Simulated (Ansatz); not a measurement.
**LiAu4Se4Cl4O12: field gradients at two levels of theory**

Cell: a Materials Project structure (computed, not necessarily an observed phase), taken as it stands.

```yaml
crystal:
  lattice:
    - [4.78507, 0.00000, 0.00000]
    - [0.49267, 10.08380, 0.00000]
    - [0.55308, 1.50020, 10.79599]
  atoms:
    - { symbol: Li, position: [0.56398, 0.79196, 0.04260] }
    - { symbol: Se, position: [0.77311, 0.85800, 0.28846] }
    - { symbol: Se, position: [0.13028, 0.71297, 0.87915] }
    - { symbol: Se, position: [0.81096, 0.29119, 0.10359] }
    - { symbol: Se, position: [0.28453, 0.13275, 0.73652] }
    - { symbol: Au, position: [0.02659, 0.58591, 0.17584] }
    - { symbol: Au, position: [0.98848, 0.00008, 0.00598] }
    - { symbol: Au, position: [0.97348, 0.41141, 0.81888] }
    - { symbol: Au, position: [0.03175, 0.99934, 0.50576] }
    - { symbol: Cl, position: [0.30254, 0.49457, 0.66989] }
    - { symbol: Cl, position: [0.69390, 0.51297, 0.32765] }
    - { symbol: Cl, position: [0.28204, 0.18917, 0.44667] }
    - { symbol: Cl, position: [0.78525, 0.80740, 0.56752] }
    - { symbol: O, position: [0.67171, 0.93112, 0.13998] }
    - { symbol: O, position: [0.68439, 0.34085, 0.95674] }
    - { symbol: O, position: [0.07156, 0.76407, 0.24658] }
    - { symbol: O, position: [0.07387, 0.17017, 0.08106] }
    - { symbol: O, position: [0.07356, 0.40420, 0.11362] }
    - { symbol: O, position: [0.87944, 0.82992, 0.92492] }
    - { symbol: O, position: [0.29177, 0.66409, 0.02160] }
    - { symbol: O, position: [0.97603, 0.22965, 0.75808] }
    - { symbol: O, position: [0.95034, 0.99398, 0.32485] }
    - { symbol: O, position: [0.88479, 0.59309, 0.87868] }
    - { symbol: O, position: [0.33276, 0.04727, 0.88369] }
    - { symbol: O, position: [0.11565, 0.00013, 0.68503] }
```

Atoms are numbered from 1 in the order listed; like atoms form one site, named after its first atom.

First run. Computed with Ansatz: DFT, PBE, plane waves and PAW, scalar-relativistic, 420 eV cutoff, Γ-centred 6×3×3 k-points, Fermi–Dirac smearing 0.05 eV.

| site | atom | V_zz (10²¹ V/m²) | η |
| --- | --- | --- | --- |
| Se2 | 2 | -29.3 | 0.17 |
| Se3 | 3 | -30.9 | 0.16 |
| Se4 | 4 | -30.5 | 0.12 |
| Se5 | 5 | -29.4 | 0.05 |
| Au6 | 6 | -3.32 | 0.68 |
| Au7 | 7 | 5.40 | 0.33 |
| Au8 | 8 | 9.20 | 0.77 |
| Au9 | 9 | 11.47 | 0.90 |
| Cl11 | 11 | 29.9 | 0.05 |
| Cl13 | 13 | 27.4 | 0.14 |
| O16 | 16 | 14.01 | 0.98 |
| O18 | 18 | 15.37 | 0.94 |
| O20 | 20 | 13.39 | 0.73 |
| O21 | 21 | -14.71 | 1.00 |

Second run. The same atoms and settings, except that the functional is r2SCAN, the cutoff is 500 eV and the mesh is 7×4×3.

(1) What does the second run give?

Results:

(1) 

```tsv
site	atom	V_zz	η	change of V_zz
Se2	2	-31.3	0.16	-2.00
Se3	3	-32.9	0.16	-1.96
Se4	4	-32.4	0.10	-1.93
Se5	5	-31.4	0.03	-1.98
Au6	6	5.90	0.16	–
Au7	7	9.68	0.27	+4.28
Au8	8	6.07	0.69	-3.13
Au9	9	8.23	0.35	-3.24
Cl11	11	29.3	0.06	-0.62
Cl13	13	26.8	0.11	-0.53
O16	16	14.63	0.96	+0.62
O18	18	15.90	0.94	+0.53
O20	20	14.09	0.69	+0.70
O21	21	15.22	1.00	–
```

The largest change of V_zz along a kept axis is on Au7, from 5.40 to 9.68. In per cent, |V_zz| changes by +6 to +7 on Se, -34 to +79 on Au, -2 on Cl, +3 to +5 on O (all sites that start above 2, bar those whose gradient vanishes or changes sign or whose main axis turns by over 40°). Where |V_zz| stays above 0.1 and the axes keep their order, η moves most on Au9, from 0.90 to 0.35. On O21, Au6 the largest principal value lies along another axis in the second run, so the two V_zz can't be compared directly. The table leaves out 11 of the 25 sites, with |V_zz| up to 29.45; their tensors move by 0.84 at most along any direction. The statements above cover all sites.

Spin–orbit coupling is left out, which shifts gradients on Au by a few per cent in wide-gap crystals, and can shift them far more where the calculated gap is small or absent, as here.
For the first run: With these PAW files V_zz is typically within 2 to 3 % of all-electron values, but misses above 10 % occur on Li.
For the second run: The largest force is 1.1 eV/Å, so the atoms aren't at the calculated equilibrium and relaxing them would move these values. With these PAW files V_zz is typically within 2 to 3 % of all-electron values, but misses above 10 % occur on Au, Li.
